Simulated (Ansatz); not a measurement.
Relaxed bulk Mg:

```cif
data_structure
_symmetry_space_group_name_H-M 'P 1'
_symmetry_Int_Tables_number 1
_cell_length_a 7.9252
_cell_length_b 7.9252
_cell_length_c 7.9252
_cell_angle_alpha 23.204
_cell_angle_beta 23.204
_cell_angle_gamma 23.204
_cell_volume 67.84
loop_
_atom_site_label
_atom_site_type_symbol
_atom_site_fract_x
_atom_site_fract_y
_atom_site_fract_z
_atom_site_occupancy
Mg1 Mg 0.00000 0.00000 0.00000 1
Mg2 Mg 0.22203 0.22203 0.22203 1
Mg3 Mg 0.77797 0.77797 0.77797 1
```

Miller indices refer to the conventional cell of R-3m (No. 166), a = 3.188 Å, b = 3.188 Å, c = 23.126 Å, α = 90.00°, β = 90.00°, γ = 120.00°.

The (001) slab of 6 planes, 12.8 Å thick with 15 Å of vacuum as cut; outer planes Mg (top) and Mg (bottom).

The calculation used Ansatz 0.2.0, DFT r2SCAN, scalar-relativistic, plane waves, PAW. Cutoff 500 eV; k points 12×12×1 on the computed 6-atom cell (Γ-centred); Gaussian smearing, width 0.10 eV; no spin polarisation. A dipole correction removes the field between periodic images along c.

With the atoms at the bulk's places:

* Surface energy (mean of both faces): 0.63 J/m²
* Work function: 3.81 eV

(1) What changes when all atoms relax within this surface cell and its symmetry?

Results:

(1) The energy falls by 0.001 J/m² a face, and the largest move is 0.02 Å.

```json
{"Surface energy (mean of both faces)": "0.63 J/m²", "Work function": "3.80 eV"}
```

| plane (bottom to top) | atoms | spacing to next, bulk (Å) | relaxed (Å) | change (%) |
| --- | --- | --- | --- | --- |
| 1 | Mg | 2.574 | 2.594 | +0.8 |
| 2 | Mg | 2.560 | 2.551 | -0.4 |
| 3 | Mg | 2.574 | 2.575 | +0.1 |
| 4 | Mg | 2.574 | 2.566 | -0.3 |
| 5 | Mg | 2.560 | 2.590 | +1.2 |
| 6 | Mg |  |  |  |

The reference crystal is a form of Mg, which isn't its usual structure.